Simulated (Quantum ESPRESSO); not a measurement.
Al3ZnN3O, convergence and cost over cutoff and k mesh

A calculation, not a measurement. The program is pw.x of Quantum ESPRESSO 7.5 (plane-wave density functional theory). The cell is made up: 8 atoms on a wurtzite lattice, with randomly drawn elements, strain and displacements, not relaxed. PseudoDojo standard norm-conserving files (v0.5 for PBE, v0.4.1 for LDA and PBEsol) set the functional; there is no spin polarisation, spin-orbit coupling or dispersion term, and the masses in the input are unused placeholders.

Input of the run in row 2:

```
&control calculation='scf', pseudo_dir='./dojo.nc.sr.pbe.v0_5.standard.upf', outdir='./o', disk_io='medium', tprnfor=.true., tstress=.true. /
&system ibrav=0, nat=8, ntyp=4, nbnd=31, ecutwfc=84.00895049, nosym=.true., tot_charge=0,
 occupations='smearing', smearing='fd', degauss=0.0018374661
/
&electrons conv_thr=7.350e-09, electron_maxstep=60, /
ATOMIC_SPECIES
Al 1.0 Al.upf
N 1.0 N.upf
O 1.0 O.upf
Zn 1.0 Zn.upf
CELL_PARAMETERS angstrom
3.0595 0.0 0.0
0.0 5.2992 0.0
0.0 0.0 4.9962
ATOMIC_POSITIONS angstrom
Al 0.0012 0.039 -0.0311
Zn 1.5532 2.6397 -0.0115
Al 1.5327 0.9023 2.4859
Al -0.0236 3.5332 2.4666
N -0.0043 0.0208 1.8962
O 1.5381 2.6775 1.8765
N 1.5327 0.8852 4.378
N -0.0096 3.5507 4.3847
K_POINTS automatic
6 4 4 1 1 1
```

The same cell was run at these settings. Meshes are shifted by half a step, and differences are from the last row, which is itself not exact.

| cutoff (eV) | k mesh | k points solved | threshold (eV) | free energy less the last row's (eV) | pressure (GPa) | largest stress difference (GPa) | largest force difference (eV/Å) | iterations | wall time (s) | k-point pools | processor |
| --- | --- | --- | --- | --- | --- | --- | --- | --- | --- | --- | --- |
| 800 | 2 x 2 x 2 | 4 | 1e-04 | 0.973 | -11.91 | 33.27 | 0.249 | 8 | 13 | 1 | AMD EPYC, Zen 5 class |
| 1143 | 6 x 4 x 4 | 48 | 1e-07 | 0.001 | 16.90 | 0.02 | 0.002 | 12 | 157 | 1 | AMD EPYC, Zen 5 class |
| 1437 | 8 x 6 x 6 | 144 | 1e-07 | 0.000 | 16.89 | 0.00 | 0.000 | 12 | 1017 | 1 | AMD EPYC, Zen 5 class |

Each pool is one process. Wall times include start-up and a band step at six k points, which weighs most on the coarsest meshes. The runs were on shared virtual cores whose load varied, so times are rough.